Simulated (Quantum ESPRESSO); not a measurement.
**Band energies of GaSb**

```
GaSb
1.0
    0.00000     3.06860     3.06860
    3.06860     0.00000     3.06860
    3.06860     3.06860     0.00000
Ga Sb
1 1
Cartesian
  0.00000   0.00000   0.00000
  1.53430   1.53430   1.53430
```

norm-conserving PBEsol (Quantum ESPRESSO, 80 Ry, without SOC); path ΓXWKΓLUWLK,UX; energies in eV from the Fermi level.

| k (1/Å) | point | band 10 | band 11 | band 12 | band 13 | band 14 | band 15 | band 16 | band 17 |
|---|---|---|---|---|---|---|---|---|---|
| 0.00 | Γ | -15.06 | -11.56 | -0.21 | -0.12 | -0.12 | -0.12 | 2.66 | 2.66 |
| 0.57 |  | -15.06 | -10.55 | -4.60 | -1.94 | -1.94 | 0.98 | 2.36 | 5.78 |
| 1.02 | X | -15.05 | -9.15 | -6.89 | -2.66 | -2.66 | 0.75 | 1.07 | 8.51 |
| 1.15 |  | -15.05 | -9.14 | -6.87 | -2.80 | -2.76 | 1.03 | 1.33 | 7.97 |
| 1.54 | W | -15.06 | -9.11 | -6.75 | -3.44 | -3.22 | 3.51 | 4.13 | 4.24 |
| 1.78 |  | -15.06 | -9.19 | -6.71 | -3.66 | -2.52 | 1.67 | 3.74 | 5.93 |
| 1.90 | K | -15.06 | -9.21 | -6.71 | -3.70 | -2.28 | 1.24 | 3.70 | 6.41 |
| 2.29 |  | -15.06 | -10.18 | -5.46 | -3.17 | -1.23 | 1.84 | 4.31 | 4.41 |
| 2.79 |  | -15.06 | -11.43 | -1.87 | -0.61 | -0.20 | 1.00 | 2.79 | 2.79 |
| 2.98 | Γ | -15.06 | -11.56 | -0.21 | -0.12 | -0.12 | -0.12 | 2.66 | 2.66 |
| 3.28 |  | -15.06 | -11.28 | -2.84 | -0.51 | -0.51 | 0.83 | 3.20 | 3.20 |
| 3.77 |  | -15.06 | -10.04 | -6.30 | -1.23 | -1.23 | 0.23 | 3.63 | 3.63 |
| 3.87 | L | -15.06 | -9.96 | -6.45 | -1.25 | -1.25 | 0.21 | 3.62 | 3.62 |
| 4.29 |  | -15.06 | -9.51 | -6.47 | -3.48 | -1.93 | 1.52 | 4.39 | 5.39 |
| 4.50 | U | -15.06 | -9.21 | -6.71 | -3.70 | -2.28 | 1.24 | 3.70 | 6.41 |
| 4.86 | W | -15.06 | -9.11 | -6.75 | -3.44 | -3.22 | 3.51 | 4.13 | 4.24 |
| 5.31 |  | -15.06 | -9.75 | -6.42 | -2.74 | -1.68 | 1.67 | 3.27 | 4.59 |
| 5.58 | L | -15.06 | -9.96 | -6.45 | -1.25 | -1.25 | 0.21 | 3.62 | 3.62 |
| 5.76 |  | -15.06 | -9.87 | -6.43 | -2.16 | -1.43 | 1.08 | 3.43 | 4.01 |
| 6.21 | K | -15.06 | -9.21 | -6.71 | -3.70 | -2.28 | 1.24 | 3.70 | 6.41 |
| 6.21 | U | -15.06 | -9.21 | -6.71 | -3.70 | -2.28 | 1.24 | 3.70 | 6.41 |
| 6.57 | X | -15.05 | -9.15 | -6.89 | -2.66 | -2.66 | 0.75 | 1.07 | 8.51 |

At this level the gap is closed or nearly so: along the path the highest valence and lowest conduction bands touch, or overlap by less than 0.6 eV, a zero-gap or semimetallic result; the valence top lies at Γ, the conduction bottom at Γ. Semilocal functionals close the gaps of some narrow-gap semiconductors, so this alone doesn't show that the compound has none.

Spin-orbit coupling is left out, which matters for elements this heavy: edges can move by tenths of an eV.

Geometry of the Materials Project entry, not relaxed at this level.
